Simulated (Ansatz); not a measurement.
Computed with DFT PBE, scalar-relativistic, plane waves, PAW in Ansatz. Settings: cutoff 420 eV, Γ-centred meshes spaced at most about 0.3 Å⁻¹, and about 0.25 Å⁻¹ or finer for metals (2π included), Gaussian smearing. Collinear spin in cells that started with moments and kept them past the coarse steps, no spin elsewhere.

All energies are static (0 K, no zero-point motion). All come from trial cells, and lower structures may exist.

Question: Order these relaxed structures of Li4Ru by energy, lowest first, with the energy over the lowest of them.
A.

```xyz
5
Lattice="-3.0803 3.0803 1.9007 3.0803 -3.0803 1.9007 3.0803 3.0803 -1.9007" Properties=species:S:1:pos:R:3 pbc="T T T"
Li    1.3049    3.7448    0.0000
Li    0.6645    1.7754    1.9007
Li    1.7754   -0.6645    1.9007
Li    2.4159    1.3049    0.0000
Ru    0.0000    0.0000    0.0000
```

B.

```xyz
5
Lattice="-2.9270 2.9270 2.9270 2.9270 -2.9270 2.9270 2.9270 2.9270 -2.9270" Properties=species:S:1:pos:R:3 pbc="T T T"
Li    1.4635    1.4635    1.4635
Li   -1.4635    1.4635    1.4635
Li    1.4635    1.4635   -1.4635
Li    1.4635   -1.4635    1.4635
Ru    0.0000    0.0000    0.0000
```

Answer: A (0 meV/atom), B (286 meV/atom). Forms: A I4/m, no spin; B Im-3m, moments up to 0.8 μB. Counting all near atoms (those within 1.25 times the shortest distance at each site; a plus sign parts nearer from farther groups): A has Li 12, Ru 12; B has Li 2+6, Ru 8. Even the lowest lies +0.29 eV/atom against the elements.

The magnetic state reached may not be the lowest. Cells relaxed within their symmetry can be saddle points. Some structure types and database cells were kept out of the candidates from the start, so a known form may be missing.
